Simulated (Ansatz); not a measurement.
Computed with Ansatz, not measured. Plane-wave DFT: an element X is put into a periodic supercell of the crystal below and the atoms relax. X is one of the candidates, and is told by the neutral defect's formation energy over the elements (uncorrected), its moments where the run had spin, and its relaxed neighbours, eight at most.

```
cell
1.0
     3.8174    0.0000    0.0000
     0.0000    3.8174    0.0000
     0.0000    0.0000    8.8106
Lu Bi Cl O
1 2 1 4
Direct
  0.0000 0.0000 0.0000
  0.5000 0.5000 0.7197
  0.5000 0.5000 0.2803
  0.0000 0.0000 0.5000
  0.5000 0.0000 0.8483
  0.0000 0.5000 0.8483
  0.5000 0.0000 0.1517
  0.0000 0.5000 0.1517
```

host atoms in supercell: 32
functional: PBEsol
wave cutoff: 420 eV
k mesh: 2, 2, 2
k shift: 0.5, 0.5, 0.5 mesh steps
gaussian smearing: 0.02 eV
start displacement: 0.03 angstrom
electrons started on: no chosen atoms
candidate elements: Mg, Al, S, Ca, Sc, Zr
found formation energy: -4.487 eV
found largest move from host sites: 0.288 angstrom

| supercell vector | supercell times a (host cell vectors) | supercell times b (host cell vectors) | supercell times c (host cell vectors) |
| --- | --- | --- | --- |
| A | 0 | -2 | 0 |
| B | -2 | 0 | 0 |
| C | 0 | 0 | -1 |

| change element | change kind | change place a (host cell vectors) | change place b (host cell vectors) | change place c (host cell vectors) |
| --- | --- | --- | --- | --- |
| X | on Bi | -0.5 | -0.5 | -0.2803 |

```
found neighbour element  found neighbour distance (angstrom)
                      O                                2.046
                      O                                2.047
                      O                                2.047
                      O                                2.048
```

Problem. Which element is X?

Solution. Sc.

Caveats: one random start near the defect, so other minima are possible; the supercell is small.
